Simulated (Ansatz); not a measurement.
One stationary structure of TiO2. Level of theory: PBEsol (plane waves to 420 eV, PAW, scalar-relativistic; Ansatz, a quantum-chemistry and plane-wave program).

```xyz
6
Lattice="0.0000 4.1675 4.1675 4.1675 0.0000 4.1675 4.1675 4.1675 0.0000" Properties=species:S:1:pos:R:3 pbc="T T T"
O      1.0419     1.0419     1.0419
O      1.0419     3.1257     3.1257
O      3.1257     1.0419     3.1257
O      3.1257     3.1257     1.0419
Ti     2.0838     2.0838     2.0838
Ti     0.0000     0.0000     0.0000
```

Question: Determine the symmetry and give the standard cell with its independent sites.

Answer: Space group Fd-3m, origin choice 1 (No. 227); a = b = c = 8.3351 Å, α = β = γ = 90.00°

```csv
atom,site,symmetry,x,y,z
O,16d,.-3m,0.6250,0.6250,0.6250
Ti,8b,-43m,0.5000,0.5000,0.5000
```

This is the AFLOW prototype A2B_cF24_227_c_a (C9, as in SiO2).

Question: Give the shortest distances between elements (the closest pairs, up to four, under 3.6 Å).

Answer: O–Ti 1.80 Å; O–O 2.95 Å.

```yaml
volume_per_atom: 24.13 Å³
band_gap: 3.33 eV, direct (no spin-orbit coupling)
```

No spin polarisation in the result.

The run could not lose the symmetry of its start.

All atoms sit on sites fixed by symmetry, so only the cell could relax.

The first start was generated by placing the elements on the sites of a structure type. Materials Project lists a structure of TiO2 in the same space group, Fd-3m (No. 227); the sites were not compared with it, nor with measured phases. Known forms of TiO2 include space group No. 61, 136, 141.
